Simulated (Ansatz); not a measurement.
From the elastic tensor of YPd$_{3}$ at 2 GPa (stress–strain coefficients) to moduli and sound speeds

Theory: DFT LDA, scalar-relativistic, plane waves, PAW in Ansatz 0.2.0. Settings: 420 eV plane-wave cutoff, Γ-centred 10×10×10 mesh, Fermi-Dirac smearing of 0.15 eV. No spin polarisation.

Symmetry: Pm-3m, No. 221, cubic system. Conventional cell: a = 4.000 Å, b = 4.000 Å, c = 4.000 Å, α = 90.00°, β = 90.00°, γ = 90.00°. Y (site symmetry m-3m) is surrounded by 12 Pd at 2.83 Å. Around Pd (site symmetry 4/mmm) lie 4 Y at 2.83 Å and 8 Pd at 2.83 Å.

In a metal, frequencies and elastic constants depend on the k mesh and the smearing, soft modes and shear constants most.

Relaxed-ion constants (GPa, on the Cartesian axes of the calculation):
C11 = 235.3, C12 = 139.9, C13 = 139.9, C22 = 235.3, C23 = 139.9, C33 = 235.3, C44 = 90.1, C55 = 90.1, C66 = 90.1 GPa; the others vanish.

Density 10.587 g/cm³; 4 atoms in 64.02 Å³.

The values that follow are for a polycrystal of randomly turned grains, by Hill's mean where one number stands.

```
Bulk modulus, Voigt / Reuss / Hill          : 171.8 / 171.8 / 171.8 GPa
Shear modulus, Voigt / Reuss / Hill         : 73.1 / 66.5 / 69.8 GPa
Young's modulus                             : 184 GPa
Poisson ratio                               : 0.321
Pugh ratio B/G                              : 2.46
Universal anisotropy index                  : 0.50
Longitudinal and transverse sound speeds    : 5001 and 2568 m/s
Debye temperature from the mean sound speed : 340 K
```

Cost: 1 run of about 1.7 core-minutes, on Intel Xeon Platinum 8259CL (Skylake/Cascade Lake) (shared hosts).